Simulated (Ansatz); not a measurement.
TiZn3 (Cu3Au type, space group No. 221) at seven volumes, plane-wave PAW r²SCAN (Ansatz code), scaled uniformly. One row is withheld.

```json
[
 {"V (Å³/atom)": "13.269", "P (GPa)": "13.19"},
 {"V (Å³/atom)": "13.707", "P (GPa)": "8.04"},
 {"V (Å³/atom)": "14.144", "P (GPa)": "3.69"},
 {"V (Å³/atom)": "14.582", "P (GPa)": "0.00"},
 {"V (Å³/atom)": "15.019", "P (GPa)": "?"},
 {"V (Å³/atom)": "15.457", "P (GPa)": "-5.75"},
 {"V (Å³/atom)": "15.894", "P (GPa)": "-7.97"}
]
```

Question: Fit the shown pressures and predict the withheld one.

Answer: Third-order Birch–Murnaghan: P = (3/2)B₀(x^(7/2) − x^(5/2))[1 + (3/4)(B′ − 4)(x − 1)] with x = (V₀/V)^(2/3). Least squares on the six rows gives V₀ = 14.583 Å³/atom, B₀ = 112.6 GPa, B′ = 4.56. At V = 15.019, x = 0.9806 and P = -3.10 GPa. The run itself gave -3.11 GPa.

Space group Pm-3m (Cu3Au type). The workflow started from an entry of the Crystallography Open Database (COD). Whether it is the stable phase at ambient conditions was not checked. The cell was relaxed with r²SCAN under the symmetry of its start; its stability against distortions is not shown here. The run is not spin-polarised.

Potentials: the later of the program's two PAW sets.
